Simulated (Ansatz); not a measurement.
Input and command of a plane-wave DFT calculation in Ansatz:

```yaml
crystal:
  lattice:
    - [0.0, 1.93007325, 1.9585965]
    - [1.93007325, 0.0, 1.9585965]
    - [1.93007325, 1.93007325, 0.0]
  atoms:
    - { symbol: Rh, position: [0.0, 0.0, 0.0] }
basis:
  ecutwfc: 420
kpoints:
  mp_grid: { grid: [22, 22, 22] }
hamiltonian:
  xc: pbesol
scf:
  occupations: { method: gaussian, width: 0.15 }
output:
  forces: true
  stress: true
  eigenvalues: true
```

```bash
ansatz run input.yaml --threads 1 --pin off --max-ram 2560MiB --backend cpu --events-out ev --progress --plain --runs-dir out
```

Processor: Intel(R) Xeon(R) Platinum 8259CL CPU @ 2.50GHz (Skylake/Cascade Lake), 1 thread, on a host shared with other jobs.

How long does it run, and how much memory does it take?

About 14 s on 1 thread of Intel(R) Xeon(R) Platinum 8259CL CPU @ 2.50GHz (Skylake/Cascade Lake) (shared host), peak memory 0.48 GiB. It solves 13 bands at 834 k points (the mesh reduced by symmetry) with about 283 plane waves, in 6 SCF iterations.
